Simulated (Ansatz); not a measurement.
GaAs:
```yaml
crystal:
  lattice:
    - [0.00000, 2.82935, 2.82935]
    - [2.82935, 0.00000, 2.82935]
    - [2.82935, 2.82935, 0.00000]
  atoms:
    - { symbol: As, position: [0.75000, 0.75000, 0.75000] }
    - { symbol: Ga, position: [0.00000, 0.00000, 0.00000] }
```

x, y and z are the axes in which the lattice vectors are written.

Question: Give the proper piezoelectric stress tensor with relaxed ions from the program Ansatz at the PBEsol level (PAW).

Answer: In C/m², rows x, y, z, Voigt columns; mesh uncertainty up to 0.01.
```
0.00  0.00  0.00  0.26  0.00  0.00
0.00  0.00  0.00  0.00  0.26  0.00
0.00  0.00  0.00  0.00  0.00  0.26
```

The elastic tensor of the same run (GPa):

```
 110  49.3  49.3   0.0   0.0   0.0
49.3   110  49.3   0.0   0.0   0.0
49.3  49.3   110   0.0   0.0   0.0
 0.0   0.0   0.0  55.1   0.0   0.0
 0.0   0.0   0.0   0.0  55.1   0.0
 0.0   0.0   0.0   0.0   0.0  55.1
```

Question: Convert to strain constants d = e·S.

Answer: In pC/N:
```
0.0  0.0  0.0  4.7  0.0  0.0
0.0  0.0  0.0  0.0  4.7  0.0
0.0  0.0  0.0  0.0  0.0  4.7
```

Space group F-43m (zinc blende). Symmetry was held in the PBEsol relaxation.

Potentials: the later of the program's two PAW sets.
